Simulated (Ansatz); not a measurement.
Ti:
```
CELL_PARAMETERS angstrom
      2.88806     0.00000     0.00000
     -1.44403     2.50114     0.00000
      0.00000     0.00000     4.56867
ATOMIC_POSITIONS crystal
  Ti 0.33333 0.66667 0.75000
  Ti 0.66667 0.33333 0.25000
```

Relaxed with PBE+D3(BJ). Special points in fractions of this cell's reciprocal vectors: Γ (0.000, 0.000, 0.000); M (0.500, 0.000, 0.000); K (0.333, 0.333, 0.000); A (0.000, 0.000, 0.500); L (0.500, 0.000, 0.500); H (0.333, 0.333, 0.500).

Q: List the band energies nearest the Fermi level at these points for plane-wave PAW PBE+D3(BJ) (Ansatz code).

A: In eV from the Fermi level; about four levels below and three above (degenerate sets whole), none deeper than 8.9 eV; points with the same levels are listed once.

```
k                    below                          above
-  -----------------------  -----------------------------
Γ              -6.30 -2.82                 0.80 0.80 0.91
M  -2.41 -2.32 -1.99 -0.59                 0.48 0.67 1.25
K  -1.85 -1.44 -1.44 -1.36                 0.24 0.24 1.59
A              -4.38 -4.38  0.08 0.08 0.69 0.69 0.69 0.69
L  -2.69 -2.69 -0.88 -0.88            1.46 1.46 1.82 1.82
H  -1.15 -1.15 -0.20 -0.20            1.77 1.77 3.36 3.36
```

Space group P6_3/mmc (hcp (Mg type)). The cell was relaxed with PBE+D3(BJ) under the symmetry of its start. The run is not spin-polarised. The pairwise dispersion correction was not fitted to metals.

Potentials: the later of the program's two PAW sets.
